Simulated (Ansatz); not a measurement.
Consider the following.

SrLi2Ta2O7:
```cif
data_Li4O14Sr2Ta4
_chemical_formula_sum 'Li4 Sr2 Ta4 O14'
_space_group_name_H-M_alt 'I4/mmm'
_space_group_IT_number 139
_space_group_name_Hall '-I 4 2'
_cell_length_a 3.94219
_cell_length_b 3.94219
_cell_length_c 18.17048
_cell_angle_alpha 90.000
_cell_angle_beta 90.000
_cell_angle_gamma 90.000
loop_
_atom_site_label
_atom_site_type_symbol
_atom_site_symmetry_multiplicity
_atom_site_Wyckoff_symbol
_atom_site_fract_x
_atom_site_fract_y
_atom_site_fract_z
_atom_site_occupancy
Li1 Li 4 d 0.00000 0.50000 0.25000 1
Sr1 Sr 2 a 0.00000 0.00000 0.00000 1
Ta1 Ta 4 e 0.00000 0.00000 0.38528 1
O1 O 2 b 0.00000 0.00000 0.50000 1
O2 O 8 g 0.00000 0.50000 0.10389 1
O3 O 4 e 0.00000 0.00000 0.28190 1
```
(The calculation used a cell of 12 atoms; values per cell refer to that cell.)

This is the PBEsol-relaxed structure.

Question: All from PBEsol in the plane-wave PAW code Ansatz, unless another level is named. Estimate the gap with spin–orbit coupling.

Answer: 2.16 eV.

Question: Predict the formation energy from the elements (no fitted shifts).

Answer: -2.82 eV/atom.

Question: Next, the valence-band maximum?

Answer: at X.

The first step of the workflow began from a Materials Project structure, measured or hypothetical; the Crystallography Open Database files this formula in space group No. 139, but the cells were not matched. Its standing as an ambient phase is unchecked. The cell was relaxed with PBEsol under the symmetry of its start; its stability against distortions is not shown here. No spin polarisation was allowed. The references are the lowest solids computed at this level, not always the standard phases (solids in place of the gases). Spin–orbit coupling is left out wherever it is not named.

Potentials: the later of the program's two PAW sets.
